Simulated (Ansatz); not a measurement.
# Computed properties of Pd

Pd:
```
CELL_PARAMETERS angstrom
      2.73594     0.00000     0.00000
     -1.36797     2.36940     0.00000
      0.00000     0.00000     9.00519
ATOMIC_POSITIONS crystal
  Pd 0.00000 0.00000 0.00000
  Pd 0.00000 0.00000 0.50000
  Pd 0.33333 0.66667 0.25000
  Pd 0.66667 0.33333 0.75000
```
The run is spin-polarised; directions of the spins, atom by atom: 0 0 0 0.

Space group P6_3/mmc (No. 194), dhcp (α-La type); conventional cell a = b = 2.7359 Å, c = 9.0052 Å, α = β = 90.00°, γ = 120.00°.

Method: DFT-PBEsol in the program Ansatz with PAW potentials. Geometry: relaxed at this level of theory. Other levels are named where they apply.

### Cell and energy

- Volume per atom = 14.59 Å³
- Density = 12.11 g/cm³

### Electronic structure

- Electronic character = metallic (no gap)
- Density of states at the Fermi level = 2.2 states/eV per atom (mean over ±0.08 eV)

### Magnetism

Magnetic order: ferromagnetic
Net moment: 0.26 μB per atom

### Mechanics

* **Bulk modulus (Birch–Murnaghan fit)**: 199 GPa
* **Pressure derivative B′**: 5.5
* **Elastic constants (relaxed ions, GPa)**: C11 = 283, C12 = 179, C13 = 146, C33 = 314, C44 = 44.7
* **Mechanical stability**: stable (all eigenvalues of C positive)
* **Hill bulk and shear moduli**: 202 and 54.1 GPa
* **Young's modulus**: 149 GPa
* **Poisson's ratio**: 0.38
* **Debye temperature from the elastic constants**: 291 K

The first step of the workflow began from a Materials Project structure, measured or hypothetical; the Crystallography Open Database copy checked does not list it. It is not the phase usual at ambient conditions (space group No. 225). The PBEsol relaxation kept the symmetry of its start; its stability against distortions is not shown here. The final state is ferromagnetic, the only order run, not a proven ground state. As this level gives no gap, shear constants depend on the k-mesh and smearing (Fermi–Dirac, 0.1 eV here). Axis ratios of metals converge slowly with the k-mesh, so a and c are less sure than the volume. Spin–orbit coupling is left out wherever it is not named.

Potentials: the later of the program's two PAW sets.
